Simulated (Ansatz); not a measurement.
C₃N₄:
```xyz
7
Lattice="2.3742 1.3707 3.1489 -2.3742 1.3707 3.1489 0.0000 -2.7415 3.1489" Properties=species:S:1:pos:R:3 pbc="T T T"
C      0.0000     1.2895     3.1476
C     -1.1168    -0.6448     3.1476
C      1.1168    -0.6448     3.1476
N      1.1630     0.6715     3.1487
N     -1.1630     0.6715     3.1487
N      0.0000    -1.3430     3.1487
N      0.0000     0.0000     6.2871
```

Relaxed with r²SCAN+D4.

**Question.** Give the optical modes at the zone centre with their infrared and Raman activity from DFPT, DFT-r²SCAN+D4 in the program Ansatz with PAW potentials.

**Answer.** Transverse frequencies, without the LO–TO term; a row sums one degenerate level.

```
ω (cm⁻¹)  degeneracy  IR ((D/Å)²/amu)  Raman (Å⁴/amu)  activity  symmetry
--------  ----------  ---------------  --------------  --------  --------
208i               2             0.00              11     Raman         E
439                1             0.00               0    silent        A2
467                1             0.13             1.2  IR+Raman        A1
707                2             7.41             110  IR+Raman         E
725                2             0.55              31  IR+Raman         E
800                1             2.24             2.1  IR+Raman        A1
1071               1             0.00             560     Raman        A1
1086               2           100.38            2400  IR+Raman         E
1315               1             0.00               0    silent        A2
1317               2            22.73             260  IR+Raman         E
1369               1             0.00             320     Raman        A1
1552               2            66.65            1500  IR+Raman         E
```

**Question.** How high does the top mode go among those that the LO–TO term moves?

**Answer.** 1643 cm⁻¹ for q along x, 1643 cm⁻¹ for q along y, 819 cm⁻¹ for q along z.

Space group R3m. The workflow started from a Materials Project entry (that database holds measured and hypothetical structures alike); the Crystallography Open Database copy checked does not list it. COD files the formula under space group No. 227. Its standing as an ambient phase is unchecked. The cell was relaxed with r²SCAN+D4 under the symmetry of its start. At this level the phase is dynamically unstable (imaginary phonons). Its formation energy is positive at this level, so the cell may be metastable or incomplete.

Potentials: the earlier of the program's two PAW sets. The files were generated under PBE; for other functionals the program regenerates the frozen cores, and for LDA and PBEsol the local potential too.
